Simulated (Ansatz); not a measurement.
Every step of a relaxation of Hf (hcp type)

DFT, r2SCAN, PAW with Ansatz's default frozen-core files, scalar-relativistic (Ansatz 0.2.0); a Γ-centred 14×14×8 k mesh, Fermi–Dirac smearing of 0.1 eV, no spin polarisation. The run relaxes shape and atoms at held volume.

Command: `ansatz run input.yaml --threads 1 --pin off --max-ram 2048MiB --backend cpu --events-out ev --progress --plain --runs-dir out` It took 60 s on 1 thread of Arm Neoverse V1, with other jobs on the host, peak memory 0.5 GiB.

PAW: frozen-core files, cutoff 500 eV; forces are relaxed below 0.005 eV/Å.

Each step lists its free energy a cell above the last geometry, the pressure, the cell vectors (Å), and Cartesian positions (Å) with forces (eV/Å).

The first step:

```
step 1  dF = 7.73 meV  P = 61.7 GPa
  cell 2.8665 0.0000 0.0000  -1.4333 2.4825 0.0000  0.0000 0.0000 4.5243
  Hf 0.0000 1.6550 1.1311   0.0000 0.0000 0.0000
  Hf 1.4333 0.8275 3.3933   0.0000 0.0000 0.0000
```

Spin–orbit coupling is left out, which matters for the heavy atoms. The PAW files were made under PBE.

Q: Where does the relaxation end, and by which steps?

A: After 3 geometries, with conventional a, b, c = 2.843, 2.843, 4.598 Å, at 16.098 Å³/atom and 61.1 GPa in space group P6_3/mmc, with a shortest distance of 2.825 Å. The further steps:
```
step 2  dF = 1.51 meV  P = 60.8 GPa
  cell 2.8337 0.0000 0.0000  -1.4168 2.4540 0.0000  0.0000 0.0000 4.6299
  Hf 0.0000 1.6360 1.1575   0.0000 0.0000 0.0000
  Hf 1.4168 0.8180 3.4724   0.0000 0.0000 0.0000
step 3  dF = 0.00 meV  P = 61.1 GPa
  cell 2.8434 0.0000 0.0000  -1.4217 2.4625 0.0000  0.0000 0.0000 4.5982
  Hf 0.0000 1.6416 1.1495   0.0000 0.0000 0.0000
  Hf 1.4217 0.8208 3.4486   0.0000 0.0000 0.0000
step 4  dF = 0.00 meV  P = 61.1 GPa  (same geometry on a basis chosen anew; earlier energies don't compare to the last digit)
  cell 2.8434 0.0000 0.0000  -1.4217 2.4625 0.0000  0.0000 0.0000 4.5982
  Hf 0.0000 1.6416 1.1495   0.0000 0.0000 0.0000
  Hf 1.4217 0.8208 3.4486   0.0000 0.0000 0.0000
```
